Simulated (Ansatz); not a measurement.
Al:
```
Al
1.0
    0.00000     1.99161     1.99161
    1.99161     0.00000     1.99161
    1.99161     1.99161     0.00000
Al
1
Direct
  0.00000   0.00000   0.00000
```

This is the LDA-relaxed structure.

Task: All from DFT-LDA in the program Ansatz with PAW potentials, unless another level is named. Predict the Debye temperature from the elastic constants.

Result: 452 K.

Task: Give the elastic constants (relaxed ions, GPa).

Result: C11 = 122, C12 = 65.1, C44 = 36.1.

Space group Fm-3m (fcc (Cu type)). The LDA relaxation kept the symmetry of its start. As this level gives no gap, shear constants depend on the k-mesh and smearing (Fermi–Dirac, 0.1 eV here).

Potentials: the earlier of the program's two PAW sets. The files were generated under PBE; for other functionals the program regenerates the frozen cores, and for LDA and PBEsol the local potential too.
